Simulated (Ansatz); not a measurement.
How much does the functional matter for the cell of TiTe2?

The starting cell is an entry of the Crystallography Open Database (1981):

```xyz
3
Lattice="3.7770 0.0000 0.0000 -1.8885 3.2710 0.0000 0.0000 0.0000 6.4980" Properties=species:S:1:pos:R:3 pbc="T T T"
Ti    0.0000    0.0000    0.0000
Te    1.8885    1.0903    1.7077
Te    0.0000    2.1807    4.7903
```

Atoms and cell were relaxed at zero pressure with plane-wave PAW DFT (Ansatz 0.2.0; one set of PAW datasets, made under PBE, for all functionals; 420 eV, r2SCAN 500 eV; 10×10×5 Γ-centred mesh, fermi-dirac occupations of width 0.100 eV; no spin polarisation, no spin-orbit coupling, no dispersion correction), keeping the symmetry (P-3m1, No. 164).

**Question.** Which functional gives the smallest cell, and how wide is the spread?

**Answer.** The relaxed conventional cells:

| functional | a (Å) | c (Å) | volume (Å³/atom) | formation energy (eV/atom) |
| --- | --- | --- | --- | --- |
| LDA | 3.669 | 6.333 | 24.61 | -0.732 |
| PBEsol | 3.700 | 6.433 | 25.42 | -0.720 |
| PBE | 3.773 | 6.857 | 28.18 | -0.701 |
| r2SCAN | 3.806 | 6.842 | 28.61 | -0.833 |
| the entry | 3.777 | 6.498 | 26.76 | – |

LDA gives the smallest volume and r2SCAN the largest, 16.3 % more. Against the entry's volume: LDA -8.0 %, PBEsol -5.0 %, PBE +5.3 %, r2SCAN +6.9 %. No verdict is drawn from this: no functional comes within 3 %, so the entry may be off as well as the functionals. The axis c stretches most from LDA to PBE (8.3 %), the mark of a weakly bound direction, where the missing dispersion matters. The formation energies span 0.13 eV an atom, lowest under r2SCAN.

Caveats: each relaxation keeps the start's symmetry, so a distorted cell may lie lower; computed cells are at 0 K with fixed nuclei, while the entry holds thermal expansion, often some tenths of a per cent in volume and more in soft crystals; no spin-orbit coupling, which moves formation energies of heavy elements; without dispersion the spacing of weakly bound layers is ill defined; formation energies are at zero smearing against the elements' usual phases under the same functional, gases as free molecules, uncorrected.
